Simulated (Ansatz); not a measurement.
MgF$_{2}$:
```xyz
6
Lattice="4.6395 0.0000 0.0000 0.0000 4.6395 0.0000 0.0000 0.0000 3.0635" Properties=species:S:1:pos:R:3 pbc="T T T"
Mg     2.3198     2.3198     1.5317
Mg     0.0000     0.0000     0.0000
F      3.2317     3.2317     0.0000
F      1.4078     1.4078     0.0000
F      3.7276     0.9120     1.5317
F      0.9120     3.7276     1.5317
```

Relaxed with PBEsol. PBEsol in the plane-wave PAW code Ansatz gives a gap of 6.89 eV.

**Question.** What gap does HSE06 give on the same cell (Ansatz, PAW)?

**Answer.** 9.37 eV, 2.49 eV more. The hybrid was solved on a coarser mesh and at special points; its gap is the smallest among all of these.

```json
[
 {"k": "Γ", "v1 PBEsol": "0.00", "c1 PBEsol": "6.89", "v1 HSE06": "0.00", "c1 HSE06": "9.37"},
 {"k": "Z", "v1 PBEsol": "-0.85", "c1 PBEsol": "11.60", "v1 HSE06": "[?]", "c1 HSE06": "[?]"},
 {"k": "M", "v1 PBEsol": "-0.77", "c1 PBEsol": "10.99", "v1 HSE06": "[?]", "c1 HSE06": "[?]"},
 {"k": "A", "v1 PBEsol": "-0.48", "c1 PBEsol": "13.07", "v1 HSE06": "[?]", "c1 HSE06": "[?]"},
 {"k": "R", "v1 PBEsol": "-0.66", "c1 PBEsol": "12.50", "v1 HSE06": "[?]", "c1 HSE06": "[?]"},
 {"k": "X", "v1 PBEsol": "-0.38", "c1 PBEsol": "9.29", "v1 HSE06": "-0.37", "c1 HSE06": "11.83"}
]
```

**Question.** Top valence (v1) and lowest conduction level (c1) in eV from each method's valence maximum (which need not be a listed point): supply the withheld HSE06 values.

**Answer.** 
- Z, v1 HSE06: -0.88
- Z, c1 HSE06: 14.25
- A, v1 HSE06: -0.47
- A, c1 HSE06: 15.63
- M, v1 HSE06: -0.80
- M, c1 HSE06: 13.62
- R, v1 HSE06: -0.68
- R, c1 HSE06: 15.15

Cost on shared cores: the PBEsol run (SCF on a 6×6×9 mesh, then bands and DOS) about 40 core-seconds (a rough figure), the HSE06 run (SCF on 4×4×5, then a few points) very roughly 2.3 core-minutes; the tasks are unlike.

Space group P4_2/mnm (rutile). The cell was relaxed with PBEsol under the symmetry of its start.

Potentials: the earlier of the program's two PAW sets.
